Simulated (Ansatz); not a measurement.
GaP:
```
CELL_PARAMETERS angstrom
      0.00000     2.69559     2.69559
      2.69559     0.00000     2.69559
      2.69559     2.69559     0.00000
ATOMIC_POSITIONS crystal
  P  0.75000 0.75000 0.75000
  Ga 0.00000 0.00000 0.00000
```

Relaxed with LDA. Special points in fractions of this cell's reciprocal vectors: Γ (0.000, 0.000, 0.000); X (0.500, 0.000, 0.500); U (0.625, 0.250, 0.625); K (0.375, 0.375, 0.750); L (0.500, 0.500, 0.500); W (0.500, 0.250, 0.750).

### Question
List the band energies nearest the valence-band maximum at these points for plane-wave PAW LDA (Ansatz code).

### Answer
In eV from the valence-band maximum; about four levels below and three above (degenerate sets whole), none deeper than 8.9 eV; points with the same levels are listed once.

```json
[
 {"k": "Γ", "below": "0.00 0.00 0.00", "above": "1.88 3.78 3.78 3.78"},
 {"k": "X", "below": "-7.01 -2.82 -2.82", "above": "1.43 1.65 10.67 10.67"},
 {"k": "U", "below": "-6.78 -4.17 -2.38", "above": "2.01 4.74 8.24"},
 {"k": "L", "below": "-6.91 -1.18 -1.18", "above": "1.60 4.62 4.62"},
 {"k": "W", "below": "-6.79 -3.78 -3.63", "above": "4.60 4.90 6.00"}
]
```

Space group F-43m (zinc blende). The LDA relaxation kept the symmetry of its start; phonons on a q-mesh show no instability. Spin–orbit coupling is left out wherever it is not named.

Potentials: the later of the program's two PAW sets.
